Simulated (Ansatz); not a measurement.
ZrIr:
```cif
data_IrZr
_chemical_formula_sum 'Zr1 Ir1'
_space_group_name_H-M_alt 'P4/mmm'
_space_group_IT_number 123
_space_group_name_Hall '-P 4 2'
_cell_length_a 3.05722
_cell_length_b 3.05722
_cell_length_c 3.62241
_cell_angle_alpha 90.000
_cell_angle_beta 90.000
_cell_angle_gamma 90.000
loop_
_atom_site_label
_atom_site_type_symbol
_atom_site_symmetry_multiplicity
_atom_site_Wyckoff_symbol
_atom_site_fract_x
_atom_site_fract_y
_atom_site_fract_z
_atom_site_occupancy
Zr1 Zr 1 d 0.50000 0.50000 0.50000 1
Ir1 Ir 1 a 0.00000 0.00000 0.00000 1
```

Relaxed at zero pressure with LDA in the plane-wave PAW code Ansatz.

Question: The volume is raised by 9 % and shape and atoms relax at that volume. What pressure results, and how do the axes share the change?

Answer: -15.5 GPa; a 3.8 %, b 3.8 %, c 1.2 %; the energy rises by 80 meV/atom.

Question: Give the new structure.

Answer: 
Space group P4/mmm (No. 123); a = 3.1722 Å, b = 3.1722 Å, c = 3.6674 Å, α = 90.00°, β = 90.00°, γ = 90.00°

```json
[
 {"atom": "Zr", "site": "1d", "symmetry": "4/mmm", "x": "0.5000", "y": "0.5000", "z": "0.5000"},
 {"atom": "Ir", "site": "1a", "symmetry": "4/mmm", "x": "0.0000", "y": "0.0000", "z": "0.0000"}
]
```

The phase is kept; no other phase was compared at this pressure.

The workflow started from a Materials Project entry (that database holds measured and hypothetical structures alike); the Crystallography Open Database copy checked does not list it. COD files the formula under space group No. 221, so this cell is another polymorph or a model. With Zr and Ir taken as one species the cell has the higher symmetry I4/mmm, so it may be an ordered model of a mixed-site phase. Whether it is the stable phase at ambient conditions was not checked. Symmetry was held in the LDA relaxation; of distortions, only those at the zone centre were tested. No spin polarisation was allowed. Axis ratios of metals converge slowly with the k-mesh, so a and c are less sure than the volume. Scalar-relativistic: spin–orbit coupling is off unless named, which matters more the heavier the elements.

Potentials: the later of the program's two PAW sets.
